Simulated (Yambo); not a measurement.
A G0W0@LDA run in Yambo for In₂O₃ (corundum, space group R-3c, No. 167) (2×2×2 Γ-centred k mesh, 206 bands and a 7 Ry block in the screening, 206 bands in G with the Bruneval-Gonze terminator, plasmon pole fitted at 27.2 eV) gives these matrix elements, in eV, at the band edges (F → Γ):

| state | E0 | <Vxc> | <Σx> | <Σc(E0)> | Z |
|---|---|---|---|---|---|
| valence edge | 0.000 | -20.010 | -24.893 | 4.634 | 0.776 |
| conduction edge | 1.120 | -14.321 | -10.416 | -3.374 | 0.826 |

### Question
Solve the linearised quasiparticle equation for both states, give the gap, and say how exchange and correlation each act on it.

### Answer
E = E0 + Z(Σx + Σc − Vxc). Valence: 0.000 + 0.776 × (-24.893 + (4.634) − (-20.010)) = -0.19 eV. Conduction: 1.120 + 0.826 × (-10.416 + (-3.374) − (-14.321)) = 1.56 eV. The gap is 1.75 eV, against 1.12 eV in LDA. Replacing Vxc by bare exchange alone would open it by 8.79 eV; correlation takes back 8.01 eV of that, and Z scales what is left. Nearest settings tried, and what they do to the gap: 141 bands in W, 141 bands in G: +84 meV; 6 Ry block (223 vectors against 289): -66 meV. Not varied: mesh. So the settings aren't converged at that level. The k mesh is coarse. Among the k points computed, the smallest G0W0 gap is 1.61 eV, Γ → Γ. Spin-orbit splittings are left out.

The standard potential for In keeps a d shell in the valence without the s and p states of that shell. In tests on such compounds this moved G0W0 gaps by up to about 0.9 eV, so absolute quasiparticle energies here are unreliable; differences between settings are what counts.

Geometry of the Materials Project entry, not relaxed at this level; primitive cell a = 5.8136 Å, b = 5.8136 Å, c = 5.8136 Å, α = 56.64°, β = 56.64°, γ = 56.64°.
